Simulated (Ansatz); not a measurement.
The relaxed structure here is a generated cell of Be: the first start was made by placing the elements on the sites of a structure type, and the end was not matched to a known phase here, so it may be hypothetical. Known forms of Be include space group No. 194.

One starting cell of Be (a generated cell, Be built in the AFLOW prototype A_aP4_2_aci) was relaxed twice with Ansatz (plane waves, PAW, scalar-relativistic): with r2SCAN at 500 eV and with PBE at 420 eV. The r2SCAN result:

Be is modelled in the cubic space group Fm-3m (No. 225), the fcc (Cu type) structure, Pearson symbol cF4. Cell: a = b = c = 3.1580 Å, α = β = γ = 90.00°. Be on 4a is coordinated by 12 Be at 2.233 Å (cuboctahedral). (Neighbours: up to the widest gap in distance over summed covalent radii, below 1.35, at either atom.)
(The calculation used a cell of 1 atom; values per cell refer to that cell.)

```tsv
quantity	r2SCAN	PBE
space group	Fm-3m	Fm-3m
volume (Å³/atom)	7.87	…
a (Å)	3.158	…
gap (eV, no spin-orbit coupling)	0.00	…
```

What does PBE give for the same quantities?


- volume (Å³/atom), PBE: 7.87
- a (Å), PBE: 3.158
- gap (eV, no spin-orbit coupling), PBE: 0.00

Both levels end in the same structure; PBE's volume is within 0.5 % of r2SCAN's. Neither column is exact.

No spin polarisation in the result.

The run could not lose the symmetry of its start, so the end can be a saddle point.

Ansatz is a program for electronic structure.
